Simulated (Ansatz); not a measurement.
Relaxed-ion elastic tensor of Y3Si in space group Fm-3m (No. 225; Si on 4a, Y on 4b, Y on 8c) in GPa (Voigt order), the program Ansatz at the PBE level (PAW); density 4.83 g/cm³, 25.32 Å³ per atom.

```
34.8  62.1  62.1   0.0   0.0   0.0
62.1  34.8  62.1   0.0   0.0   0.0
62.1  62.1  34.8   0.0   0.0   0.0
 0.0   0.0   0.0  28.8   0.0   0.0
 0.0   0.0   0.0   0.0  28.8   0.0
 0.0   0.0   0.0   0.0   0.0  28.8
```

**Question.** Is the crystal mechanically stable?

**Answer.** No: the smallest eigenvalue of C is -27.3 GPa.

The cell is a constructed one: a structure type filled with these elements; neither database checked (COD, Materials Project) lists it. Whether it is the stable phase at ambient conditions was not checked. The cell was relaxed with PBE under the symmetry of its start. At this level the phase is dynamically unstable (imaginary phonons). No spin polarisation was allowed. As this level gives no gap, shear constants depend on the k-mesh and smearing (Fermi–Dirac, 0.1 eV here).

Potentials: the later of the program's two PAW sets.
